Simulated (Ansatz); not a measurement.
Relaxed-ion elastic tensor of MgO in space group P6_3/mmc (No. 194; Mg on 2c, O on 2d) in GPa (Voigt order), plane-wave PAW PBEsol (Ansatz code); density 3.02 g/cm³, 11.09 Å³ per atom.

```tsv
	1	2	3	4	5	6
1	182	125	75.3	0.0	0.0	0.0
2	125	182	75.3	0.0	0.0	0.0
3	75.3	75.3	258	0.0	0.0	0.0
4	0.0	0.0	0.0	113	0.0	0.0
5	0.0	0.0	0.0	0.0	113	0.0
6	0.0	0.0	0.0	0.0	0.0	28.7
```

Task: Is the crystal mechanically stable?

Result: Yes: the smallest eigenvalue of C is 28.7 GPa.

Task: Work out the Voigt, Reuss and Hill averages.

Result: K_V = 130, K_R = 130, K_H = 130; G_V = 74.0, G_R = 50.6, G_H = 62.3 GPa.

Task: Give Young's modulus, Poisson's ratio, Pugh's ratio and the universal anisotropy index.

Result: E = 9KG/(3K + G) = 161 GPa; ν = 0.29; K/G = 2.09 (ductile by the Pugh limit of 1.75); A_U = 5G_V/G_R + K_V/K_R − 6 = 2.32.

Task: Estimate the sound speeds and the Debye temperature.

Result: v_l = √((K + 4G/3)/ρ) = 8410 m/s, v_t = √(G/ρ) = 4540 m/s, mean 5070 m/s; Θ = (h/k)(3n/4πV)^(1/3) v_m = 677 K.

Task: How much does each axis shrink under pressure?

Result: Linear compressibilities β_i = Σ_j S_ij (j = 1 to 3): x 2.7, y 2.7, z 2.3 per TPa.

The workflow started from a Materials Project entry (that database holds measured and hypothetical structures alike); the Crystallography Open Database copy checked does not list it. It is not the phase usual at ambient conditions (space group No. 225). Symmetry was held in the PBEsol relaxation; its stability against distortions is not shown here.

Potentials: the earlier of the program's two PAW sets. The files were generated under PBE; for other functionals the program regenerates the frozen cores, and for LDA and PBEsol the local potential too.
